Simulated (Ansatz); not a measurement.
# TiRh3: frozen-core PAW against all-electron methods

```
CELL_PARAMETERS angstrom
3.82200 0.00000 0.00000
0.00000 3.82200 0.00000
0.00000 0.00000 3.86022
ATOMIC_POSITIONS crystal
Ti 0.00000 0.00000 0.00000
Rh 0.00000 0.50000 0.50000
Rh 0.50000 0.00000 0.50000
Rh 0.50000 0.50000 0.00000
```

Atoms are numbered in the order listed.

The conventional cell has a = 3.822 Å, b = 3.822 Å, c = 3.860 Å, α = 90.00°, β = 90.00°, γ = 90.00°. Ti (atom 1) has 12 Rh at 2.70 to 2.72 Å as nearest neighbours. Around Rh (atom 2) lie 8 Rh at 2.70 to 2.72 Å and 4 Ti at 2.72 Å. Rh (atom 4) is surrounded by 4 Ti at 2.70 Å and 8 Rh at 2.72 Å.

The cell comes from COD entry 1537861, which wasn't checked; take it as a given geometry. The listed cell was then made from it by scaling, straining or moving an atom.

Spin polarisation is left out, and whether a magnetic state lies lower isn't shown here.

Levels of theory: DFT, LDA, PAW with Ansatz's default frozen-core files, scalar-relativistic (Ansatz 0.2.0); DFT, LDA, all-electron PAW with datasets made for the crystal, scalar-relativistic (Ansatz 0.2.0); DFT, LDA, all-electron LAPW, scalar-relativistic (Ansatz 0.2.0).

For PAW: a Γ-centred 10×10×10 k mesh, Fermi–Dirac smearing of 0.03 eV, cutoff 420 eV, no spin polarisation; the PAW files were made with PBE, and the program remakes their frozen cores for this functional. The crystal-made all-electron datasets (AE datasets) take a cutoff of 300 eV at this cell. LAPW targets a basis error of 1 meV/atom. The Ansatz runs share mesh, smearing and spin set-up. Plane-wave (PAW) pressures include the program's estimate of the Pulay term.

Stress and pressure are positive in compression.

Spin–orbit coupling is left out, which moves gradients at and beside heavy atoms by some per cent and at worst by a factor of two.

In a metal, gradients converge slowly with the k mesh: the values move by tens of per cent from one mesh to another, at times in sign, so only the comparison on one mesh counts.

```json
{"quantity": "pressure (GPa)", "PAW": "-12.52", "AE datasets": "-12.47", "LAPW": "-12.47"}
{"quantity": "stress xx (GPa)", "PAW": "-11.92", "AE datasets": "-11.88", "LAPW": "-11.87"}
{"quantity": "stress zz (GPa)", "PAW": "-13.72", "AE datasets": "-13.67", "LAPW": "-13.67"}
{"quantity": "largest principal field gradient Vzz at Rh2 (10²¹ V/m²)", "PAW": "-2.60", "AE datasets": "-2.67", "LAPW": "–"}
{"quantity": "largest principal field gradient Vzz at Rh4 (10²¹ V/m²)", "PAW": "-2.81", "AE datasets": "-2.89", "LAPW": "–"}
```

PAW's pressure differs from the LAPW value by -0.04 GPa. Datasets made for the crystal and LAPW share parts of one code, so their agreement isn't an independent check.
